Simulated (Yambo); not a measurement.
G0W0@LDA for TiO2 (space group Imma, No. 74) in Yambo (2×2×2 mesh, 7 Ry block, plasmon pole, screening fixed), without a terminator:

| bands N in G | gap Γ → Γ (eV) | shift of the valence edge (eV) |
|---|---|---|
| 96 | 3.349 | 0.665 |
| 145 | 3.382 | 0.358 |
| 210 | 3.372 | 0.175 |

Task: Extrapolate both columns to infinite N with E(N) = E∞ + A/N, test the form, and compare with the terminator.

Result: From two points, E∞ = (N2 E2 − N1 E1)/(N2 − N1). The two largest N give 3.35 eV for the gap and -0.23 eV for the shift; the two smallest give 3.45 eV and -0.24 eV. For the gap the slopes A are -9.4 and 4.7 eV: the form isn't reached, and its limit is uncertain. For the shift the slopes A are 87 and 86 eV: the 1/N form holds. With the Bruneval-Gonze terminator and 210 bands the run gives 3.25 eV and -0.06 eV, 0.10 eV and 0.18 eV from the extrapolated values: the terminator too is an estimate of the remainder. Block, mesh and the bands in W are held fixed. In the run with 210 bands and a 7 Ry block, which covers more k points, the smallest G0W0 gap is 3.20 eV, Γ → (0, -0.5, -0.5).

Geometry of the Materials Project entry, not relaxed at this level; primitive cell a = b = c = 5.5185 Å, α = 114.80°, β = γ = 106.87°.

This is not the ordinary phase of the substance; no match was found in the copy of COD used, and its stability was not checked.

A shift is the quasiparticle energy of the state minus its LDA energy.
